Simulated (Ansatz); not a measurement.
Al₁₂Si in space group Fm-3 (No. 202; Si on 4a, Al on 48h), DFT-PBE+D3(BJ) in the program Ansatz with PAW potentials, all energies at zero smearing, with the estimated change up to a 700 eV cutoff added, with one set of potentials and settings (totals compare only within such a set). Cell of 13 atoms (1 Si, 12 Al): -7085.821 eV.

```tsv
element	reference phase	E (eV/atom)
Si	Fd-3m, 2 atoms in the cell	-636.1231
Al	Fm-3m, 1 atoms in the cell	-537.8451
```

Formation energy per atom, worked out: (-7085.821 − 1×(-636.1231) − 12×(-537.8451))/13 = 0.342 eV/atom (33 kJ per mol of atoms), at 0 K, without zero-point energy or fitted corrections.

The start of the workflow was typed in or built on a structure type; neither database checked (COD, Materials Project) lists it. Whether it is the stable phase at ambient conditions was not checked. Symmetry was held in the PBE+D3(BJ) relaxation; whether a distortion lowers the energy is not shown. The volume moved by -43 % from the start of the relaxation. Its formation energy is positive at this level, so the cell may be metastable or incomplete. The references are the lowest solids computed at this level, not always the standard phases.

Potentials: the earlier of the program's two PAW sets.
